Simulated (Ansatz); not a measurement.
SrTiO₃ (cubic perovskite)

```xyz
5
Lattice="3.9075 0.0000 0.0000 0.0000 3.9075 0.0000 0.0000 0.0000 3.9075" Properties=species:S:1:pos:R:3 pbc="T T T"
Sr     0.0000     0.0000     0.0000
Ti     1.9538     1.9538     1.9538
O      0.0000     1.9538     1.9538
O      1.9538     1.9538     0.0000
O      1.9538     0.0000     1.9538
```

In this cell atom 1 (Sr, nearest neighbour O at 2.763 Å; its periodic images, 3.9 Å or more away, move with it) is moved by u·(1.000, 0.000, 0.000) + v·(0.000, 1.000, 0.000); the rest is frozen.

The numbers are results of r2SCAN (plane waves to 500 eV, PAW, scalar-relativistic; Ansatz, a quantum-chemistry and plane-wave program), not measurements. k mesh 7×7×7 (Γ-centred), Fermi-Dirac smearing 0.05 eV. Compression counts positive. Points where atoms come too close for the PAW data are left out (x in tables, blank in figures). SrTiO3 is run without spin polarisation. SrTiO3 was relaxed with its symmetry unable to fall. The PAW data are Ansatz's earlier set.

Changes of P (GPa) from the point u = 0.000 Å, v = 0.000 Å when one coordinate moves alone (two changes are said to add if the coupling is within 5 % of the smaller one, nearly so within 20 %):

```csv
point,change
"u = 0.000 Å, v = -0.690 Å",12.43
"u = 0.000 Å, v = -0.460 Å",5.43
"u = 0.000 Å, v = -0.230 Å",1.34
"u = -0.690 Å, v = 0.000 Å",12.43
"u = -0.460 Å, v = 0.000 Å",5.43
"u = -0.230 Å, v = 0.000 Å",1.34
"u = 0.230 Å, v = 0.000 Å",1.34
"u = 0.460 Å, v = 0.000 Å",5.43
"u = 0.690 Å, v = 0.000 Å",12.43
"u = 0.000 Å, v = 0.230 Å",1.34
"u = 0.000 Å, v = 0.460 Å",5.43
"u = 0.000 Å, v = 0.690 Å",12.43
```

**Question.** What is the change at u = -0.230 Å, v = 0.230 Å, where both move, and how far is it from the sum?

**Answer.** The sum of the single changes is 1.34 + (1.34) = 2.68; the calculation gives 2.78, so the coupling contributes 0.10 (under 20 % of the smaller single change, nearly additive).

**Question.** Do the two effects add at u = -0.460 Å, v = 0.460 Å? Give the computed change.

**Answer.** The sum of the single changes is 5.43 + (5.43) = 10.86; the calculation gives 12.71, so the coupling contributes 1.85 (over 20 % of the smaller single change, not additive).

**Question.** What is the change at u = 0.230 Å, v = -0.460 Å, where both move, and how far is it from the sum?

**Answer.** The sum of the single changes is 1.34 + (5.43) = 6.77; the calculation gives 7.22, so the coupling contributes 0.45 (over 20 % of the smaller single change, not additive).

(For displaced atoms, the force is minus the slope of the energy, and its curvature is a force constant, which sets phonon frequencies.)
